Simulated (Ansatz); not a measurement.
La2WN4:
```
La2WN4
1.0
   -1.98017     1.98017     6.30668
    1.98017    -1.98017     6.30668
    1.98017     1.98017    -6.30668
La W N
2 1 4
Direct
  0.35543   0.35543   0.00000
  0.64457   0.64457   0.00000
  0.00000   0.00000   0.00000
  0.16334   0.16334   0.00000
  0.83666   0.83666   0.00000
  0.00000   0.50000   0.50000
  0.50000   0.00000   0.50000
```

Relaxed with PBEsol. Special points in fractions of this cell's reciprocal vectors: Γ (0.000, 0.000, 0.000); X (0.000, 0.000, 0.500); P (0.250, 0.250, 0.250); N (0.000, 0.500, 0.000); M (0.500, 0.500, -0.500); S (0.275, 0.725, -0.275); S0 (-0.275, 0.275, 0.275); R (-0.049, 0.049, 0.500); G (0.500, 0.500, -0.049).

Question: List the band energies nearest the Fermi level at these points for plane-wave PAW PBEsol (Ansatz code).

Answer: In eV from the Fermi level; about four levels below and three above (degenerate sets whole), none deeper than 8.9 eV; points with the same levels are listed once.

```csv
k,below,above
Γ,-0.98 -0.10 -0.10 -0.04,0.69 0.69 2.06
X,-1.22 -0.80 -0.31 -0.15,3.02 3.03 3.21
P,-1.13 -0.49 -0.49 -0.31,3.01 3.01 3.23
N,-2.00 -0.89 -0.71 -0.38,1.39 2.75 3.10
M,-0.98 -0.97 -0.04 -0.04,1.07 1.84 1.84
S,-1.95 -0.86 -0.77 -0.54,1.43 2.82 3.01
R,-1.14 -0.91 -0.35 -0.16,2.98 3.03 3.16
```

Space group I4/mmm. The start of the workflow was typed in or built on a structure type; neither database checked (COD, Materials Project) lists it. Its standing as an ambient phase is unchecked. The PBEsol relaxation kept the symmetry of its start; its stability against distortions is not shown here. The workflow began spin-polarised and lost its moments. The cell computed holds one magnetic atom, so no antiferromagnetic order was within reach. Spin–orbit coupling is left out wherever it is not named.

Potentials: the later of the program's two PAW sets.
